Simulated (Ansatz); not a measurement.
Here is the system:

Generalised stacking fault of KBr (rock salt) on the {110} plane. The cell below holds the perfect crystal with the plane normal along z; tilting its third vector by the shift puts one fault into each cell, between planes 2.37 Å apart, at fixed cell height.

```
KBr
1.0
    4.74131     0.00000     0.00000
    0.00000     6.70523     0.00000
    2.37066     3.35261     7.11197
Br K
3 3
Direct
  0.00000   0.00000   0.83333
  0.33333   0.33333   0.16667
  0.66667   0.66667   0.50000
  0.00000   0.50000   0.83333
  0.33333   0.83333   0.16667
  0.66667   0.16667   0.50000
```

In-plane vectors a = (4.741, 0.000) Å, b = (0.000, 6.705) Å, area 31.79 Å². The shift is s times the vector b (length 6.705 Å), so s = 1 restores the start. The shift is rigid: no atom relaxes. γ = [E(shift) − E(0)] / area.

Calculation: PBE (plane waves to 420 eV, PAW, scalar-relativistic; Ansatz, a quantum-chemistry and plane-wave program). k mesh 6×6×6 (Γ-centred), Fermi-Dirac smearing 0.05 eV. Energies are extrapolated to zero smearing. Faults lie only 7.1 Å apart, and holding the cell height and the atoms raises γ above its relaxed value. KBr was relaxed with its symmetry unable to fall. γ is measured from zero shift.

The scan covers s from 0.000 to 0.917 in 12 points.

### Question
Does γ have a local minimum between the ends of the line, and at which s?

### Answer
No computed point is one.

### Question
At which s is γ highest?

### Answer
s = 0.500.

### Question
What is the highest γ among twelve even steps of s?

### Answer
1080 mJ/m².

(The slope of γ gives the shear force per area between the displaced halves; near zero shift its curvature is an elastic stiffness.)
